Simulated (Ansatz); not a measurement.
AlB₃As₄, ordered on the zincblende lattice (Amm2) with 8 atoms a cell was put through Ansatz (plane waves). It starts from a guessed cell.

Structure:
```cif
data_structure
_symmetry_space_group_name_H-M 'P 1'
_symmetry_Int_Tables_number 1
_cell_length_a 3.4297
_cell_length_b 5.9403
_cell_length_c 5.9403
_cell_angle_alpha 70.529
_cell_angle_beta 90.000
_cell_angle_gamma 90.000
_cell_volume 114.10
loop_
_atom_site_label
_atom_site_type_symbol
_atom_site_fract_x
_atom_site_fract_y
_atom_site_fract_z
_atom_site_occupancy
B1 B 0.00000 0.00000 0.00000 1
B2 B 0.50000 0.00000 0.50000 1
B3 B 0.50000 0.50000 0.00000 1
Al1 Al 0.00000 0.50000 0.50000 1
As1 As 0.50000 0.12500 0.12500 1
As2 As 0.00000 0.12500 0.62500 1
As3 As 0.00000 0.62500 0.12500 1
As4 As 0.50000 0.62500 0.62500 1
```

Abridged output:
```
Functional definition: PBE
Crystal: 8 atoms, lattice volume = 114.103 Å³
Basis set: ecut = 420 eV, 2229 PW (Γ)
Bands: 44, of which v1, the nominal top of the filled ones, is band 36 counted from 1 (35 counted from 0)
Symmetry: 4 space group operations
Space group: Amm2 (ITA 38)
k-points: 28 of 96 (time reversal used)
preconditioner: auto → Resta (q_TF=auto, 2.527 Å⁻¹)  ε∞=4.7  [insulator: Δε(μ)=0.734 eV  σ=0.020 eV  ℏωp=19.7 eV]
relax step 1: F+E_penalty+E_count = -20426.95312091 eV  max|allowed force component| = 6.034e0 eV/Å  Δτ_max = 0.0000 Å  P = +22.369 GPa  Ω = 114.103 Å³
relax step 2: F+E_penalty+E_count = -20429.03811645 eV  max|allowed force component| = 7.675e-1 eV/Å  Δτ_max = 0.1965 Å  P = +4.317 GPa  Ω = 125.026 Å³
relax step 3: F+E_penalty+E_count = -20429.17600613 eV  max|allowed force component| = 3.204e-1 eV/Å  Δτ_max = 0.0508 Å  P = -0.988 GPa  Ω = 131.474 Å³
relax step 4: F+E_penalty+E_count = -20429.19611430 eV  max|allowed force component| = 1.073e-1 eV/Å  Δτ_max = 0.0139 Å  P = -0.197 GPa  Ω = 130.535 Å³
relax step 5: F+E_penalty+E_count = -20429.19761166 eV  max|allowed force component| = 3.827e-2 eV/Å  Δτ_max = 0.0053 Å  P = +0.002 GPa  Ω = 130.313 Å³
relax step 6: F+E_penalty+E_count = -20429.19778388 eV  max|allowed force component| = 5.090e-3 eV/Å  Δτ_max = 0.0042 Å  P = -0.001 GPa  Ω = 130.341 Å³
relax step 7: F+E_penalty+E_count = -20429.19778605 eV  max|allowed force component| = 2.595e-4 eV/Å  Δτ_max = 0.0002 Å  P = +0.000 GPa  Ω = 130.340 Å³
relax step 8: F+E_penalty+E_count = -20429.21207303 eV  max|allowed force component| = 5.947e-4 eV/Å  Δτ_max = 0.0000 Å  P = +0.134 GPa  Ω = 130.340 Å³  (SCF on a basis re-selected at this cell)
relax step 9: F+E_penalty+E_count = -20429.21206973 eV  max|allowed force component| = 2.629e-3 eV/Å  Δτ_max = 0.0004 Å  P = +0.000 GPa  Ω = 130.508 Å³
relax step 10: F+E_penalty+E_count = -20429.21214386 eV  max|allowed force component| = 2.623e-3 eV/Å  Δτ_max = 0.0000 Å  P = +0.000 GPa  Ω = 130.508 Å³  (SCF on a basis re-selected at this cell)
Free energy (F): -20429.212144 eV
Fermi energy:    9.902311 eV
--- Forces (eV/Å), atoms counted from 1 ---
  atom   1  B       0.00000      0.00000      0.00121
  atom   2  B       0.00000    -0.00049    -0.00037
  atom   3  B       0.00000      0.00049    -0.00037
  atom   4  Al      0.00000      0.00000      0.00262
  atom   5  As      0.00000      0.00000    -0.00099
  atom   6  As      0.00000      0.00068    -0.00006
  atom   7  As      0.00000    -0.00068    -0.00006
  atom   8  As      0.00000      0.00000    -0.00198
--- Stress (GPa, compression-positive) ---
       -0.003908       0.000000       0.000000
        0.000000       0.004132       0.000000
        0.000000       0.000000       0.000643
  P = ⅓ Tr σ = 0.0003 GPa (0.003 kbar)
--- Relaxed structure (8 steps of the walk, 8 accepted, 2 SCFs on fresh bases) ---
  F+E_penalty+E_count = -20429.21214386 eV   max|allowed force component| = 2.623e-3 eV/Å
  cell:  # Å, volume = 130.5076 Å³
    - [3.550684, 0.000000, 0.000000]
    - [0.000000, 3.594778, 5.112363]
    - [0.000000, -3.594778, 5.112363]
  atoms:
    - { symbol: B, position: [0.000000, -0.002901, -0.002901] }
    - { symbol: B, position: [0.500000, -0.003623, 0.505202] }
    - { symbol: B, position: [0.500000, 0.505202, -0.003623] }
    - { symbol: Al, position: [0.000000, 0.498922, 0.498922] }
    - { symbol: As, position: [0.500000, 0.123673, 0.123673] }
    - { symbol: As, position: [0.000000, 0.099267, 0.634296] }
    - { symbol: As, position: [0.000000, 0.634296, 0.099267] }
    - { symbol: As, position: [0.500000, 0.645164, 0.645164] }
```

Question: Which of these blocks stood in the input: relax, gw, phonons, dielectric, magnetization (spin_orbit)?

Answer: relax. The relax steps with a changing cell volume need the relax block with cell.

Question: Which k mesh was typed?

Answer: 6×4×4, Γ-centred. This is one of several that fit.

Question: How were the bands filled?

Answer: With smearing of width σ = 0.02 eV (Fermi-Dirac in this run).

Command: `ansatz run input.yaml --threads 4 --pin off --max-ram 6451MiB --backend cpu --events-out ev --progress --plain --runs-dir out`. Wall time 20 s on 4 threads of Intel(R) Xeon(R) Platinum 8375C CPU @ 2.90GHz (Ice Lake), with other jobs on the host, load about 0.1 per core; peak host memory 0.55 GiB.

Values at 0 K without nuclear motion; spin polarisation is off, and the phase may be a hypothetical one.
